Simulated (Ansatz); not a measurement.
**Is this Na3Te4 structure stable?**

It was reached by relaxing an invented guess, and it needn't be the stable form of this composition.

All numbers below come from DFT PBE, scalar-relativistic, plane waves, PAW in Ansatz 0.2.0. Cutoff 420 eV, Γ-centred 6×6×8 mesh (7-atom cell), Gaussian smearing of 0.10 eV, no spin polarisation.

```cif
data_structure
_symmetry_space_group_name_H-M 'P4/mmm'
_symmetry_Int_Tables_number 123
_cell_length_a 6.6695
_cell_length_b 6.6695
_cell_length_c 4.7219
_cell_angle_alpha 90.000
_cell_angle_beta 90.000
_cell_angle_gamma 90.000
_cell_volume 210.04
loop_
_atom_site_label
_atom_site_type_symbol
_atom_site_symmetry_multiplicity
_atom_site_Wyckoff_symbol
_atom_site_fract_x
_atom_site_fract_y
_atom_site_fract_z
_atom_site_occupancy
Na1 Na 1 d 0.50000 0.50000 0.50000 1
Na2 Na 2 e 0.50000 0.00000 0.50000 1
Te1 Te 4 j 0.24683 0.24683 0.00000 1
```

Energies over the elements count from the elements' standard structures at the same level, with no fitted energy shifts.

Q: These tests were run: energy against the elements; phonons on a 1×1×2 q mesh. What do they show?

A:

```tsv
test	result
energy against the elements	−0.55 eV/atom
phonons on a 1×1×2 q mesh	no imaginary mode on the mesh, but the interpolation dips to 16i cm⁻¹ between its points
```

It fails none of these tests outright. Whether a mixture of other phases lies lower isn't tested here. Undecided within the accuracy: phonons on a 1×1×2 q mesh.

These runs have no spin–orbit coupling, which can matter for Te. An odd number of electrons in the primitive cell allows no gap without spin; a larger cell or a magnetic state could open one. The cell is a metal run without spin; a magnetic state may lie lower. The reference form of Te is held partly by dispersion forces, which this level lacks. The run for the phonons used a 6×6×8 k mesh and Fermi–Dirac smearing of 0.15 eV.
